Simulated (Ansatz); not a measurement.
Mg (simple hexagonal, P6/mmm) under volume change, DFT-PBEsol in the program Ansatz with PAW potentials, shape and atoms relaxed at each volume.

```json
[
 {"V (Å³/atom)": "22.748", "E − E(relaxed) (meV/atom)": "…", "P (GPa)": "…"},
 {"V (Å³/atom)": "23.498", "E − E(relaxed) (meV/atom)": "8.8", "P (GPa)": "1.96"},
 {"V (Å³/atom)": "24.248", "E − E(relaxed) (meV/atom)": "2.1", "P (GPa)": "0.91"},
 {"V (Å³/atom)": "24.998", "E − E(relaxed) (meV/atom)": "0.0", "P (GPa)": "0.00"},
 {"V (Å³/atom)": "25.748", "E − E(relaxed) (meV/atom)": "1.9", "P (GPa)": "-0.78"},
 {"V (Å³/atom)": "26.498", "E − E(relaxed) (meV/atom)": "…", "P (GPa)": "…"},
 {"V (Å³/atom)": "27.248", "E − E(relaxed) (meV/atom)": "15.3", "P (GPa)": "-2.03"}
]
```

Problem. Some entries are withheld; supply them.

Solution. 
- 26.498, E − E(relaxed) (meV/atom): 7.1
- 26.498, P (GPa): -1.45
- 22.748, E − E(relaxed) (meV/atom): 20.7
- 22.748, P (GPa): 3.18

Problem. What does a third-order Birch–Murnaghan fit give for V₀, B₀ and B′?

Solution. V₀ = 25.00 Å³/atom, B₀ = 28.0 GPa, B′ = 4.0.

The first step of the workflow began from a Materials Project structure, measured or hypothetical; the Crystallography Open Database copy checked does not list it. It is not the phase usual at ambient conditions (space group No. 194). Symmetry was held in the PBEsol relaxation. At this level the phase is mechanically unstable.

Potentials: the later of the program's two PAW sets.
